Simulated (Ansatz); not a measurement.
All numbers below come from Ansatz, DFT PBE, scalar-relativistic, plane waves, PAW. All cells share a 420 eV cutoff and Γ-centred k meshes spaced at most about 0.3 Å⁻¹ (about 0.25 or finer for metals, 2π included). No spin polarisation in the final relaxations.

All energies are static (0 K, no zero-point motion).

Compare these two cells of ScBiTe3S, each relaxed at this level.

A.

```yaml
crystal:
  lattice:
    - [6.09604, 0.00000, 0.00000]
    - [-3.04802, 5.27932, 0.00000]
    - [0.00000, 0.00000, 5.14402]
  atoms:
    - { symbol: Sc, position: [0.33333, 0.66667, 0.00000] }
    - { symbol: Bi, position: [0.66667, 0.33333, 0.00000] }
    - { symbol: Te, position: [0.66657, 0.83329, 0.50000] }
    - { symbol: Te, position: [0.16671, 0.83329, 0.50000] }
    - { symbol: Te, position: [0.16671, 0.33343, 0.50000] }
    - { symbol: S, position: [0.00000, 0.00000, 0.00000] }
```

B.

```yaml
crystal:
  lattice:
    - [5.92523, 0.00000, 0.00000]
    - [0.00000, 5.92523, 0.00000]
    - [0.00000, 0.00000, 5.58054]
  atoms:
    - { symbol: Sc, position: [0.00000, 0.00000, 0.00000] }
    - { symbol: Bi, position: [0.00000, 0.00000, 0.50000] }
    - { symbol: Te, position: [0.00000, 0.50000, 0.00000] }
    - { symbol: Te, position: [0.50000, 0.00000, 0.00000] }
    - { symbol: Te, position: [0.50000, 0.50000, 0.00000] }
    - { symbol: S, position: [0.50000, 0.50000, 0.50000] }
```

Question: Which form is favoured at zero pressure, and by what margin per atom?

Answer: B is lower, by 76 meV/atom. A has space group P-6m2 (No. 187), 27.6 Å³/atom and no gap on its mesh; B has space group P4/mmm (No. 123), 32.7 Å³/atom and no gap. Counting Bi, Sc or Te atoms around S (for each partner element, those within 1.25 times its shortest distance or 1.15 times the sum of covalent radii, where it is the nearest in units of that sum or under 1.3; the shortest distance is added where it is long for a bond), A has S 9 from 3.1 Å and B has S 2. B holds Te–Te nets (shortest 2.96 Å); in A the shortest Te–Te distance is 3.05 Å, near bonding range too. The lower one is the more open, so pressure narrows the difference. Both come from invented guesses.

These runs have no spin–orbit coupling, which can matter for Bi and Te. Cells relaxed within their symmetry can be saddle points.
